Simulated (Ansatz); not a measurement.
Total density of states per atom from DFT-r²SCAN in the program Ansatz with PAW potentials, in 0.25 eV bins, energy from the Fermi level:

```
E (eV) | states/eV/atom
    -7.85 | ## 0.13
    -7.60 | ## 0.17
    -7.35 | ### 0.22
    -7.10 | #### 0.33
    -6.85 | ######### 0.75
    -6.60 | ############### 1.32
    -6.35 | ##################### 1.84
    -6.10 | ####################### 2.02
    -5.85 | ####################### 1.98
    -5.60 | ############################## 2.63
    -5.35 | ############################ 2.50
    -5.10 | ############################ 2.49
    -4.85 | ######################### 2.20
    -4.60 | ################# 1.48
    -4.35 | ####### 0.64
    -4.10 | ###### 0.55
    -3.85 | ###### 0.54
    -3.60 | #### 0.38
    -3.35 | ### 0.30
    -3.10 | #### 0.35
    -2.85 | ##### 0.43
    -2.60 | ### 0.29
    -2.35 | ### 0.28
    -2.10 | ## 0.16
    -1.85 | ### 0.28
    -1.60 | ##### 0.47
    -1.35 | ###### 0.51
    -1.10 | ###### 0.57
    -0.85 | ######## 0.67
    -0.60 | ########## 0.85
    -0.35 | ############ 1.02
    -0.10 | ################# 1.51
     0.15 | ##################### 1.83
     0.40 | ################## 1.56
     0.65 | ################ 1.38
     0.90 | ############### 1.35
     1.15 | ########### 0.93
     1.40 | ########## 0.84
     1.65 | ####################### 2.03
     1.90 | ######################### 2.21
     2.15 | ######## 0.72
     2.40 | ### 0.26
     2.65 | ###### 0.53
     2.90 | ######## 0.71
     3.15 | ###### 0.54
     3.40 | ##### 0.47
     3.65 | ##### 0.47
     3.90 | #### 0.37
     4.15 | ### 0.27
     4.40 | ### 0.25
     4.65 | ### 0.27
```

Problem. Which compound is it?
(A) TiO2, Pbca (Ti on 8c, O on 8c, O on 8c)
(B) CdTe, CsCl type
(C) Ti3Sn, Cmcm (Ti on 4c, Ti on 8g, Sn on 4c)
(D) TiAu, CsCl type

Solution. D, TiAu, CsCl type. Within 0.5 eV of the Fermi level: Ti 3d 82 %, Au 5d 7 %, outside the projected shells 8 %. Projections are on Löwdin-orthogonalised atomic valence shells; empty p or d shells of many metals are not among them.

Space group Pm-3m (CsCl type). The workflow started from an entry of the Crystallography Open Database (COD). Its standing as an ambient phase is unchecked. Symmetry was held in the r²SCAN relaxation; its stability against distortions is not shown here. No spin polarisation was allowed. Scalar-relativistic: spin–orbit coupling is off unless named, which matters more the heavier the elements.

Potentials: the later of the program's two PAW sets.
